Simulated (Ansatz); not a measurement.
# Zone-centre phonons of SiO2: input and output

The calculation used Ansatz, DFT LDA, scalar-relativistic, plane waves, PAW.

Launched with:
```bash
ansatz run input.yaml --threads 2 --pin off --max-ram 7168MiB --backend cpu --events-out ev --progress --plain --runs-dir out
```

Input (bare energies are in eV):
```yaml
crystal:
  lattice:
    - [-2.4644182068, 2.4644182068, 3.6415880013]
    - [2.4644182068, -2.4644182068, 3.6415880013]
    - [2.4644182068, 2.4644182068, -3.6415880013]
  atoms:
    - { symbol: Si, position: [0.0, 0.0, 0.0] }
    - { symbol: Si, position: [0.75, 0.25, 0.5] }
    - { symbol: O, position: [0.9738761264, 0.625, 0.8488761264] }
    - { symbol: O, position: [0.375, 0.2238761264, 0.3488761264] }
    - { symbol: O, position: [0.7761238736, 0.125, 0.1511238736] }
    - { symbol: O, position: [0.875, 0.0261238736, 0.6511238736] }
basis:
  ecutwfc: 420
kpoints:
  mp_grid: { grid: [6, 6, 6] }
hamiltonian:
  xc: lda
scf:
  occupations: { method: fixed }
output:
  eigenvalues: true
phonons:
  method: dfpt
  dielectric: true
  rigid_motions: translations
  eigenvectors: true
```

Results section of the output:
```
--- Phonons (Γ-DFPT): 5 representative perturbations + reference, on 112 of 216 k-points (Σ response iterations 18) ---
  k mesh reduced under 1 symmetry operation, with k and −k counted as one. Each operation leaves every solved perturbation unchanged. A smaller set is not considered because the run solves the response ...
  ASR residual: 2.994e-4 → 0.000e0 eV/Å²; symmetrization residual: 4.472e-6 eV/Å²
  ASR residual per site (eV/Å²): 4.96e-5 4.96e-5 2.99e-4 2.99e-4 2.99e-4 2.99e-4
  Γ frequencies (cm⁻¹): 0.00 0.00 0.00 135.84 135.84 331.90 357.50 414.90 426.22 447.35 447.35 766.33 781.06 781.06 1079.00 1089.21 1089.21 1120.47
  ε∞ (high-frequency dielectric tensor):
        2.244032     0.000000     0.000000
       -0.000000     2.244032     0.000000
        0.000000    -0.000000     2.254530
  ε⁰ (static dielectric tensor: ions relaxed, cell fixed):
        3.851106     0.000000     0.000000
       -0.000000     3.851106    -0.000000
        0.000000    -0.000000     4.078474
  ε⁰ − ε∞ (ionic part):
        1.607074     0.000000     0.000000
        0.000000     1.607074    -0.000000
        0.000000    -0.000000     1.823944
  softest optical mode at Γ: 135.84 cm⁻¹; the repairs (sum rule, projections) moved no ω² at Γ by more than (2.63 cm⁻¹)²
  Born effective charges Z* (e; rows j = field, columns β = displacement):
    site 0:
         3.29732   -0.37449    0.00000
         0.37449    3.29732   -0.00000
        -0.00000    0.00000    3.36691
    site 1:
         3.29732    0.37449    0.00000
        -0.37449    3.29732   -0.00000
        -0.00000    0.00000    3.36691
    site 2:
        -2.22359    0.00000   -0.90661
         0.00000   -1.07372   -0.00000
        -0.88750    0.00000   -1.68345
    site 3:
        -1.07372    0.00000    0.00000
        -0.00000   -2.22359   -0.90661
        -0.00000   -0.88750   -1.68345
    site 4:
        -2.22359    0.00000    0.90661
        -0.00000   -1.07372   -0.00000
         0.88750    0.00000   -1.68345
    site 5:
        -1.07372    0.00000    0.00000
         0.00000   -2.22359    0.90661
        -0.00000    0.88750   -1.68345
  Z* charge neutrality: 6.494e-5 e pre-enforcement
  k-mesh period / interband length: 30.2 Å / 1.01 Å = 29.94 at k = (0.0000, 0.0000, 0.0000), direct gap 5.762 eV — 14 or more, which is no proof of convergence
  optical modes at Γ without the LO–TO term, one row a degenerate level:
      ω (cm⁻¹) modes IR ((D/Å)²/amu)
        135.84      2             0.1645
        331.90      1             0.0000
        357.50      1             0.0000
        414.90      1             0.0000
        426.22      1             8.9791
        447.35      2            13.3080
        766.33      1             0.0000
        781.06      2             6.4240
       1079.00      1            30.5352
       1089.21      2            56.1992
       1120.47      1             0.0000
  optical modes at Γ + LO–TO along q̂ = [1.0000, 0.0000, 0.0000]:
      ω (cm⁻¹) modes IR ((D/Å)²/amu)
        135.84      1             0.0823
        137.73      1             0.0281
        331.90      1             0.0000
        357.50      1             0.0000
        414.90      1             0.0000
        426.22      1             8.9791
        447.35      1             6.6540
        500.65      1             3.2511
        766.33      1             0.0000
        781.06      1             3.2120
        796.89      1             1.6417
       1079.00      1            30.5352
       1089.21      1            28.0996
       1120.47      1             0.0000
       1232.53      1            33.1270
  optical modes at Γ + LO–TO along q̂ = [0.0000, 1.0000, 0.0000]:
      ω (cm⁻¹) modes IR ((D/Å)²/amu)
        135.84      1             0.0823
        137.73      1             0.0281
        331.90      1             0.0000
        357.50      1             0.0000
        414.90      1             0.0000
        426.22      1             8.9791
        447.35      1             6.6540
        500.65      1             3.2511
        766.33      1             0.0000
        781.06      1             3.2120
        796.89      1             1.6417
       1079.00      1            30.5352
       1089.21      1            28.0996
       1120.47      1             0.0000
       1232.53      1            33.1270
  optical modes at Γ + LO–TO along q̂ = [0.0000, 0.0000, 1.0000]:
      ω (cm⁻¹) modes IR ((D/Å)²/amu)
        135.84      2             0.1645
        331.90      1             0.0000
        357.50      1             0.0000
        414.90      1             0.0000
        447.35      2            13.3080
        502.36      1             4.7708
        766.33      1             0.0000
        781.06      2             6.4240
       1089.21      2            56.1992
       1120.47      1             0.0000
       1231.30      1            34.7435
```

Time: 79 s on 2 threads of AMD EPYC 7B13 (Zen 3), on a shared host, peak memory 1.1 GiB.

This form isn't the usual stable structure of the compound.